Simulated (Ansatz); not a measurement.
K₂NaAsF₆ (Fm-3m), frozen normal mode

These are results of DFT PBEsol, scalar-relativistic, plane waves, PAW (Ansatz 0.2.0), not measurements. The runs took a 420 eV cutoff, a Γ-centred 6×6×6 mesh and Gaussian smearing (0.05 eV). No spin polarisation. Energies are free energies at this smearing, counted from the undisturbed cell; pressure is positive in compression.

The starting cell (relaxed at this level; it needn't be the usual structure):

```
K Na As F
1.0
     0.00000    4.26829    4.26829
     4.26829    0.00000    4.26829
     4.26829    4.26829    0.00000
K Na As F
2 1 1 6
Direct
  0.25000 0.25000 0.25000
  0.75000 0.75000 0.75000
  0.50000 0.50000 0.50000
  0.00000 0.00000 0.00000
  0.23935 0.23935 0.76065
  0.23935 0.76065 0.76065
  0.76065 0.76065 0.23935
  0.23935 0.76065 0.23935
  0.76065 0.23935 0.76065
  0.76065 0.23935 0.23935
```

A zone-centre mode of this cell is frozen in: each atom moves by x times its row below, so x is the largest displacement.
```
atom ux uy uz
  K1   0.000   0.000  0.000
  K2   0.000   0.000  0.000
 Na3   0.000   0.000  0.000
 As4   0.000   0.000  0.000
  F5   0.000   0.000  0.000
  F6   0.000   1.000  0.000
  F7   0.000   0.000  0.000
  F8   1.000   0.000  0.000
  F9  -1.000   0.000  0.000
 F10   0.000  -1.000  0.000
```

Task: Over the sampled range (-0.2600 to 0.2275), is the undisturbed cell the lowest point?

Result: No: the energy is lower at x (Å) = -0.2600, -41.0 in ΔE (meV/cell). The harmonic wavenumber of this mode is 76i cm⁻¹ (no LO–TO term).

Task: Does the gap on the k-mesh survive along the scan?

Result: It is 4.47 eV at the start and stays between 4.47 and 4.50 eV.

The scan:

| x (Å) | ΔE (meV/cell) |
| --- | --- |
| -0.2600 | -41.0 |
| -0.1300 | -12.9 |
| 0.0000 | 0.0 |
| 0.0325 | -0.9 |
| 0.0650 | -3.4 |
| 0.0975 | -7.5 |
| 0.1625 | -19.4 |
| 0.1950 | -26.5 |
| 0.2275 | -33.9 |

Cost: 9 runs of about 1.9 core-minutes in all, on Arm Neoverse V2 (shared hosts).